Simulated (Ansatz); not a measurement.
HgO in space group P3_221 (No. 154; Hg on 3a, O on 3b) at seven volumes, the program Ansatz at the LDA level (PAW), shape and atoms relaxed at each. One row is withheld.

| V (Å³/atom) | P (GPa) |
|---|---|
| 14.034 | 6.65 |
| 14.497 | 3.85 |
| 14.959 | ? |
| 15.422 | 0.00 |
| 15.885 | -1.27 |
| 16.347 | -2.21 |
| 16.810 | -2.92 |

Q: Fit the shown pressures and predict the withheld one.

A: P = (3/2)B₀(x^(7/2) − x^(5/2))[1 + (3/4)(B′ − 4)(x − 1)] with x = (V₀/V)^(2/3). Least squares on the six rows gives V₀ = 15.423 Å³/atom, B₀ = 48.6 GPa, B′ = 8.12. At V = 14.959, x = 1.0206 and P = 1.68 GPa. The run itself gave 1.67 GPa.

The first step of the workflow began from a Materials Project structure, measured or hypothetical; the Crystallography Open Database copy checked does not list it. COD files the formula under space group No. 44, 62, so this cell is another polymorph or a model. Its standing as an ambient phase is unchecked. The LDA relaxation kept the symmetry of its start; its stability against distortions is not shown here. A crystal of weakly bound chains computed without a dispersion correction: the cell and the soft elastic constants depend strongly on that. Spin–orbit coupling is left out wherever it is not named.

Potentials: the later of the program's two PAW sets.
